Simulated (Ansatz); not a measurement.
Te:
```
Te
1.0
    3.18836     0.00000     0.00000
    0.00000     3.18836     0.00000
    0.00000     0.00000     3.18836
Te
1
Direct
  0.00000   0.00000   0.00000
```

Relaxed with r²SCAN. Special points in fractions of this cell's reciprocal vectors: Γ (0.000, 0.000, 0.000); X (0.000, 0.500, 0.000); M (0.500, 0.500, 0.000); R (0.500, 0.500, 0.500).

List the band energies nearest the Fermi level at these points for plane-wave PAW r²SCAN with spin–orbit coupling (Ansatz code).

In eV from the Fermi level; about four levels below and three above (degenerate sets whole), none deeper than 8.9 eV; points with the same levels are listed once.

| k | below | above |
|---|---|---|
| Γ | – | 0.44 0.44 1.51 1.51 1.51 1.51 |
| X | -6.43 -6.43 | 2.20 2.20 3.04 3.04 |
| M | -5.07 -5.07 -4.57 -4.57 | 2.33 2.33 4.05 4.05 |
| R | -3.05 -3.05 -3.05 -3.05 | 4.73 4.73 4.73 4.73 |

Space group Pm-3m (simple cubic). The cell is a constructed one: a structure type filled with these elements; neither database checked (COD, Materials Project) lists it. It is not the phase usual at ambient conditions (space group No. 152). The r²SCAN relaxation kept the symmetry of its start; whether a distortion lowers the energy is not shown.

Potentials: the later of the program's two PAW sets.
